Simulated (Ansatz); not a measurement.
## PtAu, first-principles data

PtAu:
```xyz
2
Lattice="1.4014 0.8091 4.6854 -1.4014 0.8091 4.6854 0.0000 -1.6182 4.6854" Properties=species:S:1:pos:R:3 pbc="T T T"
Pt     0.0000     0.0000     7.0281
Au     0.0000     0.0000     0.0000
```

Space group R-3m (No. 166); conventional cell a = b = 2.803 Å, c = 14.056 Å, α = β = 90.00°, γ = 120.00°.

Method: PBEsol in the plane-wave PAW code Ansatz. Structure relaxed to zero pressure with the same functional. Other levels are named where they apply.

**Cell and energy**

```
Property                                                      Result
-----------------------------------------------------  -------------
Volume per atom                                             15.94 Å³
Density                                                  20.42 g/cm³
Formation energy from the elements (no fitted shifts)  0.025 eV/atom
```

**Electronic structure**

```
Item                                                                        Result
------------------------------------  --------------------------------------------
Electronic character                                             metallic (no gap)
Density of states at the Fermi level  0.52 states/eV per atom (mean over ±0.08 eV)
Gap with spin–orbit coupling                                       none (metallic)
```

**Mechanics**

```
Property                                                                                                    Value
--------------------------------------------  -------------------------------------------------------------------
Bulk modulus (Birch–Murnaghan fit)                                                                        228 GPa
Pressure derivative B′                                                                                        5.6
Elastic constants (relaxed ions, GPa)         C11 = 341, C12 = 183, C13 = 178, C14 = -10.9, C33 = 300, C44 = 30.9
Mechanical stability                                                       stable (all eigenvalues of C positive)
Hill bulk and shear moduli                                                                       228 and 51.8 GPa
Young's modulus                                                                                           144 GPa
Poisson's ratio                                                                                              0.39
Debye temperature from the elastic constants                                                                213 K
```

**Phonons**

```
Item                                            Value
-----------------------------  ----------------------
Highest zone-centre frequency                5.21 THz
Zone-centre stability          no imaginary mode at Γ
```

The workflow started from a Materials Project entry (that database holds measured and hypothetical structures alike); the Crystallography Open Database copy checked does not list it. With Pt and Au taken as one species the cell has the higher symmetry Fm-3m, so it may be an ordered model of a mixed-site phase. Whether it is the stable phase at ambient conditions was not checked. The cell was relaxed with PBEsol under the symmetry of its start. No spin polarisation was allowed. As this level gives no gap, shear constants depend on the k-mesh and smearing (Fermi–Dirac, 0.1 eV here). As this level gives no gap, phonon frequencies hold no LO–TO term and depend on the k-mesh and smearing (Fermi–Dirac, 0.1 eV here). Axis ratios of metals converge slowly with the k-mesh, so a and c are less sure than the volume. On the denser mesh and wider smearing of the elastic run this cell carries a stress of 0.6 GPa. The references are the lowest solids computed at this level, not always the standard phases. Scalar-relativistic: spin–orbit coupling is off unless named, which matters more the heavier the elements.

Potentials: the later of the program's two PAW sets.
